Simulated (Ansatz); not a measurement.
ZrGe2 (space group Cmcm)

```xyz
6
Lattice="1.8806 -7.4177 0.0000 1.8806 7.4177 0.0000 0.0000 0.0000 3.7318" Properties=species:S:1:pos:R:3 pbc="T T T"
Zr     1.8806     5.8631     2.7988
Zr     1.8806    -5.8631     0.9329
Ge     1.8806     0.8765     2.7988
Ge     1.8806    -0.8765     0.9329
Ge     1.8806     3.7052     0.9329
Ge     1.8806    -3.7052     2.7988
```

The slice is a (010) plane (indices of the conventional cell) through the point (0.441, 0.559, 0.750) (fractional), spanned by u = [001] and v = [110] in vectors of this cell: u (3.73 Å) and v (3.76 Å, at 90° to u). It covers one period; positions are fractions (u, v).

All values below come from LDA (plane waves to 420 eV, PAW, scalar-relativistic; Ansatz, an electronic-structure program). k mesh 13×13×13. Near the nuclei the fields are pseudised (PAW); where an atom keeps semicore shells as valence, they peak there. ZrGe2 is run without spin polarisation. ZrGe2 was relaxed with its symmetry unable to fall.

Three fields on this plane, each scaled to ten steps between its own extremes (0 low, 9 high; the total valence density on a logarithmic scale, the potential cut 8 eV below its top; x marks points blanked near nuclei; v = 0 in the bottom row):

Map A
```
|xxxxxxxx1467888887641xxxxxxx|
|xxxxxxxx1467888887641xxxxxxx|
|xxxxxxx025677777776520xxxxxx|
|xxxxxxx035666666666530xxxxxx|
|xxxxxx02445544444554420xxxxx|
|xxxxx0234433222223344320xxxx|
|xxx01233331000000013333210xx|
|1223444321000000000123444322|
|555555431000xxxxx00013455555|
|77776542000xxxxxxx0002456777|
|8887653000xxxxxxxxx000356788|
|999875200xxxxxxxxxxx00257899|
|999875200xxxxxxxxxxx00257899|
|999875200xxxxxxxxxxx00257899|
|999875200xxxxxxxxxxx00257899|
|999875200xxxxxxxxxxx00257899|
|8887653000xxxxxxxxx000356788|
|77776542000xxxxxxx0002456777|
|555555431000xxxxx00013455555|
|1223444321000000000123444322|
|xxx01233331000000013333210xx|
|xxxxx0234433222223344320xxxx|
|xxxxxx02445544444554420xxxxx|
|xxxxxxx035666666666530xxxxxx|
|xxxxxxx025677777776520xxxxxx|
|xxxxxxxx1467888887641xxxxxxx|
|xxxxxxxx1467888887641xxxxxxx|
|xxxxxxxx0467888887640xxxxxxx|
```

Map B
```
|xxxxxxxx7876433346787xxxxxxx|
|xxxxxxxx8875432345788xxxxxxx|
|xxxxxxx788643222346887xxxxxx|
|xxxxxxx887532111235788xxxxxx|
|xxxxxx88753210001235788xxxxx|
|xxxxx8886421000001246888xxxx|
|xxx88886421000000012468888xx|
|8999986421112222211124689999|
|999986421123xxxxx32112468999|
|99876421124xxxxxxx4211246789|
|7765321013xxxxxxxxx310123567|
|554320002xxxxxxxxxxx20002345|
|443210002xxxxxxxxxxx20001234|
|433200002xxxxxxxxxxx20000233|
|443210002xxxxxxxxxxx20001234|
|554320002xxxxxxxxxxx20002345|
|7765321013xxxxxxxxx310123567|
|99876421124xxxxxxx4211246789|
|999986421123xxxxx32112468999|
|8999986421112222211124689999|
|xxx88886421000000012468888xx|
|xxxxx8886421000001246888xxxx|
|xxxxxx88753210001235788xxxxx|
|xxxxxxx887532111235788xxxxxx|
|xxxxxxx788643222346887xxxxxx|
|xxxxxxxx8875432345788xxxxxxx|
|xxxxxxxx7876433346787xxxxxxx|
|xxxxxxxx7876443446787xxxxxxx|
```

Map C
```
|xxxxxxxx7542111112457xxxxxxx|
|xxxxxxxx7532111112357xxxxxxx|
|xxxxxxx865321111123568xxxxxx|
|xxxxxxx764321111223467xxxxxx|
|xxxxxx86543222222234568xxxxx|
|xxxxx8755433333333345578xxxx|
|xxx87655444455555444455678xx|
|7766555445667888766544555667|
|554444445679xxxxx97654444445|
|33333334579xxxxxxx9754333333|
|2222223469xxxxxxxxx964322222|
|111111347xxxxxxxxxxx74311111|
|000001258xxxxxxxxxxx85310000|
|000001258xxxxxxxxxxx85210000|
|000001258xxxxxxxxxxx85310000|
|111111347xxxxxxxxxxx74311111|
|2222223469xxxxxxxxx964322222|
|33333334579xxxxxxx9754333333|
|554444445679xxxxx97654444445|
|7766555445667888766544555667|
|xxx87655444455555444455678xx|
|xxxxx8755433333333345578xxxx|
|xxxxxx86543222222234568xxxxx|
|xxxxxxx764321111223467xxxxxx|
|xxxxxxx865321111123568xxxxxx|
|xxxxxxxx7532111112357xxxxxxx|
|xxxxxxxx7542111112457xxxxxxx|
|xxxxxxxx7542111112457xxxxxxx|
```

**Question.** Assign the maps to these fields: electron localisation function (ELF); valence electron density; electrostatic potential energy of an electron, from the cell's mean.

**Answer.** A is the electrostatic potential energy of an electron, from the cell's mean; B is the electron localisation function (ELF); C is the valence electron density.
